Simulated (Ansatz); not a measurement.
Ni (diamond, Fd-3m) at seven volumes, the program Ansatz at the r²SCAN level (PAW), scaled uniformly. One row is withheld.

```
V (Å³/atom)  P (GPa)
-----------  -------
14.434         12.07
14.910          7.31
15.385          3.32
15.861          0.00
16.337         -2.74
16.813         -4.98
17.289             ?
```

Q: Fit the shown pressures and predict the withheld one.

A: P = (3/2)B₀(x^(7/2) − x^(5/2))[1 + (3/4)(B′ − 4)(x − 1)] with x = (V₀/V)^(2/3). Least squares on the six rows gives V₀ = 15.863 Å³/atom, B₀ = 100 GPa, B′ = 5.22. At V = 17.289, x = 0.9442 and P = -6.88 GPa. The run itself gave -6.81 GPa.

The start of the workflow was typed in or built on a structure type; neither database checked (COD, Materials Project) lists it. It is not the phase usual at ambient conditions (space group No. 225). The cell was relaxed with r²SCAN under the symmetry of its start; whether a distortion lowers the energy is not shown. Magnetic state: ferromagnetic, chosen from 4 collinear starts compared on coarse meshes (ties went to the first, and starts can fall back to one state), not a proven ground state. Other orbital occupations within this spin state were not tried.

Potentials: the later of the program's two PAW sets.
